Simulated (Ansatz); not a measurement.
A distorted cell of ScPd (CsCl type):

```yaml
crystal:
  lattice:
    - [6.45976, 0.00000, 0.00000]
    - [0.00000, 3.22988, 0.00000]
    - [0.00000, 0.00000, 3.22988]
  atoms:
    - { symbol: Sc, position: [0.23555, 0.50000, 0.50000] }
    - { symbol: Sc, position: [0.76445, 0.50000, 0.50000] }
    - { symbol: Pd, position: [0.00000, 0.00000, 0.00000] }
    - { symbol: Pd, position: [0.50000, 0.00000, 0.00000] }
```

All values below come from LDA (plane waves to 420 eV, PAW, scalar-relativistic; Ansatz, a first-principles code). k mesh 7×14×14 (Γ-centred), Fermi-Dirac smearing 0.05 eV. Compression counts positive. With partly filled bands, energies and forces of such displacements shift with the k mesh and the smearing. ScPd is run without spin polarisation. ScPd was relaxed with its symmetry unable to fall.

Q: Predict the force on every atom, in eV/Å.

A: 
```
atom      Fx     Fy     Fz
----  ------  -----  -----
Sc1    1.280  0.000  0.000
Sc2   -1.280  0.000  0.000
Pd3    0.000  0.000  0.000
Pd4    0.000  0.000  0.000
```

Q: What is the stress tensor (GPa)?

A: 
```
    1.1      0.0      0.0
    0.0      0.3      0.0
    0.0      0.0      0.3
```
The pressure, a third of the trace, is 0.6 GPa.

(For displaced atoms, the force is minus the slope of the energy, and its curvature is a force constant, which sets phonon frequencies.)
